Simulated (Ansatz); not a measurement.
A: Nb (bcc, W type), a = 3.310 Å, b = 3.310 Å, c = 3.310 Å, α = 90.00°, β = 90.00°, γ = 90.00°
B: Si (diamond), a = 5.4699 Å, b = 5.4699 Å, c = 5.4699 Å, α = 90.00°, β = 90.00°, γ = 90.00°
C: PbSe (rock salt), a = b = c = 6.218 Å, α = β = γ = 90.00°

Scan: energy against volume (even scaling of the relaxed cell, symmetry kept). All come from one method, each on a k mesh of its own. All were relaxed with their symmetry unable to fall. Nb is run without spin polarisation. Spin-orbit coupling is left out. The PAW data are Ansatz's earlier set.

Q: Rank these by bulk modulus (fitted) (lowest first), as PBE (plane waves to 420 eV, PAW, scalar-relativistic; Ansatz, a first-principles code) gives it.

A: C (46.5 GPa), B (88.4 GPa), A (170 GPa)

(A scan under strain: stresses follow from slopes of the energy per volume, elastic moduli from its curvatures.)
